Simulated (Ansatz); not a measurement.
SrTiO₃ (cubic perovskite), relaxed with LDA (Ansatz, a program for electronic structure, plane waves, PAW): a = 3.8542 Å, b = 3.8542 Å, c = 3.8542 Å, α = 90.00°, β = 90.00°, γ = 90.00°.

| Quantity | Result |
|---|---|
| gap (eV) | 1.85 |
| ΔH_f (eV/atom) | -3.37 |
| B₀ by P(V) fit (GPa) | 202 |
| K_Hill (GPa) | 202 |
| G_Hill (GPa) | 126 |
| ε∞ | 6.30 |
| highest Γ mode, no LO–TO term (cm⁻¹) | 556 |
| Θ_D (K) | 712 |

### Question
The same phase is relaxed and computed with r²SCAN in the same code. What are the cell and these values now?

### Answer
a = b = c = 3.907 Å, α = β = γ = 90.00°.

- gap (eV) = 2.26
- ΔH_f (eV/atom) = -3.43
- B₀ by P(V) fit (GPa) = 189
- K_Hill (GPa) = 189
- G_Hill (GPa) = 122
- ε∞ = 5.64
- highest Γ mode, no LO–TO term (cm⁻¹) = 536
- Θ_D (K) = 707

Unstable at this level: SrTiO3, cubic perovskite with LDA; SrTiO3, cubic perovskite with r²SCAN. All cells were relaxed under the symmetry of their starts (and spin orders); stability against distortions was not tested throughout. Rows with no word on spin ran without spin polarisation. Spin–orbit coupling is left out wherever it is not named.

Potentials: the later of the program's two PAW sets.

Ansatz is a plane-wave DFT program.

Formation energies count from the lowest solids of the elements computed at the same level, not from gases.
